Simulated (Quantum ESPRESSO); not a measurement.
One change at a time to Ag2AlPdW3Zn

All numbers below are calculated, not measured. They come from Quantum ESPRESSO 7.5, a public plane-wave density functional program. Each row is one single-point run on a made-up periodic cell of eight metal atoms, with elements, volume, strain and displacements drawn at random and not relaxed, so a cell may be unstable or far from any real phase. There is no spin polarisation or spin-orbit coupling.

Settings: PBE unless stated; PseudoDojo standard norm-conserving files; Fermi-Dirac width 0.25 eV, which means electrons at about 2900 K; cutoff 1143 eV; 5 x 5 x 4 k mesh shifted half a step off Gamma. E is the free energy of the whole cell (internal energy minus TS), so a -TS column is already part of it. Stress is positive in tension, and the pressure P is minus a third of its trace.

Checks: one run of this series was repeated at a higher cutoff and on a denser mesh, which moved values by no more than 0.003 eV, 0.02 GPa and 0.003 eV/Å, and a second program with other atomic files agreed on it to 2 % rms in force and 0.5 GPa in pressure. Known limits: the tin pseudopotential is less sure than most, with forces differing by about three percent from a second method on plain tin; heavy elements are run without spin-orbit coupling, which real alloys of them have; a spin test at this wide smearing found no moment, but such smearing suppresses magnetism that the real alloy may have.

The lattice is hexagonal close-packed, and the cell vectors in Å are (4.417, -2.548, 0.036); (-2.992, -0.015, -4.658); (2.962, 5.126, 0.036), a volume of 139.80 Å³ in run 1. The elements on sites 1 to 8 are W Ag W Al Pd Zn W Ag. Each later run makes one change to run 1 and keeps the rest. E is counted from run 1, and is n/a where other atomic files have another zero of energy.

```
run                           change  V (Å³)  P (GPa)  -TS (eV)  rms force (eV/Å)  largest change of a force component (eV/Å)  E (eV)
  1                             none  139.80   -10.82    -1.364             1.003                                       0.000   0.000
  2          sites 3 and 8 exchanged  139.80   -10.34    -1.308             0.625                                       2.015  -0.572
  3    all lengths scaled by +0.87 %  143.48   -13.65    -1.408             0.946                                       0.106   0.281
  4              LDA in place of PBE  139.80   -20.75    -1.380             0.925                                       0.182     n/a
  5                     Sn on site 8  139.80    -5.96    -1.302             1.135                                       0.919     n/a
  6  site 5 moved by -0.11 Å along x  139.80   -10.98    -1.365             1.014                                       0.482       ?
```

## Worked estimate

Along the move dE = -F dx. The force on site 5 along x is -0.306 eV/Å in run 1 and 0.176 eV/Å in run 6, and the move is -0.11 Å, so the mean force times the move gives an estimate.

## Withheld value

Question: what E should run 6 give?

The estimate is -0.007 eV. The calculation gave -0.007 eV.
